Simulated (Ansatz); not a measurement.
The calculation used Ansatz, DFT, PBE, plane waves (420 eV) with PAW, scalar-relativistic.

An element in the hcp structure gives this curve. The cell is scaled uniformly from the relaxed one, with fractional coordinates and shape fixed. Energies are extrapolated to zero smearing, pressures are those at the given smearing. Magnetic state: spin not included.

| V (Å³/atom) | E − E₀ (meV/atom) | P (GPa) |
| --- | --- | --- |
| 33.321 | 45.9 | 3.68 |
| 34.835 | 18.7 | 2.28 |
| 36.350 | 3.9 | 1.05 |
| 37.864 | 0.1 | -0.03 |
| 39.379 | 5.9 | -0.98 |
| 40.893 | 20.2 | -1.81 |
| 42.408 | 41.9 | -2.52 |

Which element is it?
A. yttrium
B. terbium
C. lanthanum
D. calcium

C. Its fit is V₀ = 37.68 Å³/atom, B₀ = 26 GPa, B₀′ = 2.2.
